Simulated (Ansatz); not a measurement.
RuC:
```
CELL_PARAMETERS angstrom
      1.37101     0.79155     6.24375
     -1.37101     0.79155     6.24375
      0.00000    -1.58311     6.24375
ATOMIC_POSITIONS crystal
  Ru 0.22853 0.22853 0.22853
  Ru 0.77147 0.77147 0.77147
  C  0.03728 0.03728 0.03728
  C  0.96272 0.96272 0.96272
```

Relaxed with PBEsol. Special points in fractions of this cell's reciprocal vectors: Γ (0.000, 0.000, 0.000); T (0.500, 0.500, 0.500); H2 (0.823, 0.177, 0.500); H0 (0.500, -0.177, 0.177); L (0.500, 0.000, 0.000); S0 (0.339, -0.339, 0.000); S2 (0.661, 0.000, 0.339); F (0.500, 0.000, 0.500).

Problem. List the band energies nearest the Fermi level at these points for DFT-PBEsol in the program Ansatz with PAW potentials.

Solution. In eV from the Fermi level; about four levels below and three above (degenerate sets whole), none deeper than 8.9 eV; … stands for higher levels left out; points with the same levels are listed once.

```csv
k,below,above
Γ,-1.60 -1.60 -0.97 -0.70 -0.70,2.23 2.23 …
T,-1.87 -1.87 -0.43 -0.43,2.50 2.50 …
H2,-3.88 -2.70 -2.62 -1.96,0.31 0.82 2.44
L,-3.94 -3.22 -2.55 -2.11,0.52 0.75 1.02
S0,-3.86 -2.68 -2.58 -1.94,0.50 0.66 2.48
F,-2.99 -2.17 -1.79 -1.32,0.51 1.03 1.65
```

Space group R-3m. The workflow started from a Materials Project entry (that database holds measured and hypothetical structures alike); the Crystallography Open Database copy checked does not list it. Whether it is the stable phase at ambient conditions was not checked. Symmetry was held in the PBEsol relaxation; its stability against distortions is not shown here. No spin polarisation was allowed. Its formation energy is positive at this level, so the cell may be metastable or incomplete. Spin–orbit coupling is left out wherever it is not named.

Potentials: the later of the program's two PAW sets.
